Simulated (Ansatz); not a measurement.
YIr₂ under pressure: fit and missing row

YIr₂, Fd-3m, a = 7.493 Å. The structure is a COD entry; whether it is the stable form wasn't checked. Ansatz: PBEsol, PAW, 420 eV, Γ-centred 8×8×8 mesh on 6 atoms, Gaussian smearing 0.10 eV; no spin polarisation. Cell and atoms are relaxed at each pressure, and no other structure is tried, so the rows at high pressure may lie past a change of phase.

```tsv
V (Å³/atom)	P (GPa)
14.613	59.95
15.740	29.99
16.509	15.00
?	8.00
17.299	2.99
17.530	0.01
17.782	-2.99
```

Question: Take V0 = 17.530 Å³/atom, count pressures from its P0 = 0.01 GPa, fit the third-order Birch–Murnaghan form to the other rows, and predict the missing volume.

Answer: With the Eulerian strain f = ½[(V0/V)^(2/3) − 1] and y = (P − P0)/[3f(1 + 2f)^(5/2)], the form is the line y = B0 + 1.5 B0 (B0′ − 4) f. Rows (f, y): 0.06450, 228.7; 0.03722, 224.4; 0.02041, 221.5; 0.00444, 218.8; -0.00474, 216.1. Means f = 0.02437, y = 221.90; Σ(Δf)² = 0.003036, ΣΔfΔy = 0.5372; the slope is their ratio. y = 217.6 + 177.0 f GPa, so B0 = 217.6 GPa and B0′ = 4 + 2 × (177.0)/(3 × 217.6) = 4.54. P = 8.00 GPa is met at f = 0.01146 (y = 219.63), so V = V0 (1 + 2f)^(−3/2) = 16.944 Å³/atom. The run gave 16.945 Å³/atom, so the fit is 0.001 Å³/atom too low, within the rms miss on the fitted rows (0.001 Å³/atom).

The mesh isn't the same in all rows (8×8×8, 10×10×10). Spin–orbit coupling is left out, which can shift energies with elements as heavy as these.